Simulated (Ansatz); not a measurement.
Input and command of a plane-wave DFT calculation in Ansatz:

```yaml
crystal:
  lattice:
    - [4.0661319202, 0.0, 0.0]
    - [0.0, 4.0661319202, 0.0]
    - [0.0, 0.0, 7.5820651344]
  atoms:
    - { symbol: "Y", position: [0.5, 0.0, 0.6580395433] }
    - { symbol: "Y", position: [0.0, 0.5, 0.3419604567] }
    - { symbol: Ti, position: [0.0, 0.0, 0.0] }
    - { symbol: Ti, position: [0.5, 0.5, 0.0] }
    - { symbol: Ge, position: [0.5, 0.0, 0.2430586574] }
    - { symbol: Ge, position: [0.0, 0.5, 0.7569413426] }
basis:
  ecutwfc: 500
kpoints:
  mp_grid: { grid: [10, 10, 6] }
hamiltonian:
  xc: r2scan
scf:
  occupations: { method: gaussian, width: 0.1 }
output:
  forces: true
  stress: true
  eigenvalues: true
relax:
  adjacent_minimum: "off"
  f_tol: 0.008
  max_steps: 40
  cell: { stress_tol: 0.015, fix: [c, angles] }
```

```bash
ansatz run input.yaml --threads 1 --pin off --max-ram 2560MiB --backend cpu --events-out ev --progress --plain --runs-dir out
```

Processor: Arm Neoverse V1, 1 thread, on a host shared with other jobs.

Task: How long does it run, and how much memory does it take?

Result: About 5.3 min on 1 thread of Arm Neoverse V1, on a shared host, peak memory 0.93 GiB. It solves 45 bands at 84 k points (the mesh reduced by symmetry) with about 3235 plane waves (on the last cell), in 36 SCF iterations over 4 ionic steps.
